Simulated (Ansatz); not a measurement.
## What moves the field gradients of BaNaSbSe3?

Cell of run 1: a measured structure from the Crystallography Open Database (COD).

Space group P2_1/c (No. 14); a = 6.2910, b = 14.8000, c = 8.0720 Å, β = 105.48°.

| site | Wyckoff | site symmetry | x | y | z |
| --- | --- | --- | --- | --- | --- |
| Na | 4e | 1 | 0.7439 | 0.2854 | 0.0750 |
| Ba | 4e | 1 | 0.1734 | 0.4194 | 0.7778 |
| Sb | 4e | 1 | 0.3757 | 0.4031 | 0.3390 |
| Se13 | 4e | 1 | 0.2584 | 0.2811 | 0.1091 |
| Se17 | 4e | 1 | 0.2047 | 0.6179 | 0.6065 |
| Se21 | 4e | 1 | 0.3022 | 0.5437 | 0.1432 |

One atom of each set is listed.

Relaxed positions (PBE, cell held):

Na (0.7479, 0.2855, 0.0745)
Ba (0.1745, 0.4203, 0.7799)
Sb (0.3772, 0.4010, 0.3386)
Se13 (0.2601, 0.2781, 0.1038)
Se17 (0.1958, 0.6190, 0.6053)
Se21 (0.3016, 0.5446, 0.1434)

All runs are DFT with Ansatz 0.2.0 (plane waves and PAW, scalar-relativistic unless spin–orbit coupling is named, Γ-centred meshes, Fermi–Dirac smearing where given) in this cell.

Run 1: PBE, atoms as given; 420 eV, 5×2×4 k-points, smearing 0.02 eV.
Run 2: PBE, atoms relaxed; 420 eV, 5×2×4 k-points, smearing 0.02 eV.
Run 3: r2SCAN, at the relaxed atoms; 500 eV, 5×2×4 k-points, smearing 0.02 eV.

| run | Ba V_zz (η) | Sb V_zz (η) | Se13 V_zz (η) | Se17 V_zz (η) | Se21 V_zz (η) |
| --- | --- | --- | --- | --- | --- |
| 1 | -2.23 (0.20) | -20.5 (0.20) | 32.3 (0.14) | 32.0 (0.14) | 32.1 (0.09) |
| 2 | -2.45 (0.18) | -19.18 (0.23) | 33.5 (0.15) | 33.0 (0.13) | 32.5 (0.08) |
| 3 | ? | ? | ? | ? | ? |

V_zz in 10²¹ V/m²; 5 of the 6 sets of like atoms are followed.

Q: Estimate the row of run 3.

A: Ba: -2.54 (0.28); Sb: -21.4 (0.22); Se13: 34.8 (0.14); Se17: 34.4 (0.13); Se21: 33.8 (0.08). It lies nearest to run 2, from whose tensors on these sites it differs by 2.25 at most (largest principal value of the difference, on Sb). Taken one at a time, the functional (r2SCAN with its higher cutoff) moves the tensors on these sites by up to 2.25 (largest principal value of the change, on Sb), the positions of the atoms (as given or relaxed) by 1.48 (Sb).

Without spin–orbit coupling (the program notes it for Ba and Sb) the gradients are little affected as a rule: paired runs on crystals with a gap mostly move them by under 2 % at such atoms. With these PAW files V_zz is typically within 2 to 3 % of all-electron values, but misses above 10 % occur on Sb. In runs 1, 3 the atoms aren't at the calculated equilibrium (largest force 0.41, 0.30 eV/Å).
